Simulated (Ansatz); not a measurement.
CaP:
```
CELL_PARAMETERS angstrom
      7.63649     0.00000     0.00000
     -3.81825     6.61340     0.00000
      0.00000     0.00000     5.72400
ATOMIC_POSITIONS crystal
  Ca 0.00000 0.64281 0.50000
  Ca 0.64281 0.00000 0.50000
  Ca 0.35719 0.35719 0.50000
  Ca 0.00000 0.30834 0.00000
  Ca 0.30834 0.00000 0.00000
  Ca 0.69166 0.69166 0.00000
  P  0.66667 0.33333 0.20077
  P  0.66667 0.33333 0.79923
  P  0.33333 0.66667 0.20077
  P  0.33333 0.66667 0.79923
  P  0.00000 0.00000 0.69585
  P  0.00000 0.00000 0.30415
```

Relaxed with r²SCAN.

Problem. Give the Bader charges and basin volumes of the independent atoms, r²SCAN in the plane-wave PAW code Ansatz.

Solution. 

| atom | Bader charge (e) | Bader volume (Å³) |
|---|---|---|
| Ca1 | +1.44 | 14.7 |
| Ca4 | +1.41 | 14.1 |
| P7 | -1.42 | 33.8 |
| P11 | -1.42 | 33.6 |

Space group P-62m. The first step of the workflow began from a Materials Project structure, measured or hypothetical; the Crystallography Open Database copy checked does not list it. Whether it is the stable phase at ambient conditions was not checked. The cell was relaxed with r²SCAN under the symmetry of its start; its stability against distortions is not shown here.

Potentials: the later of the program's two PAW sets.
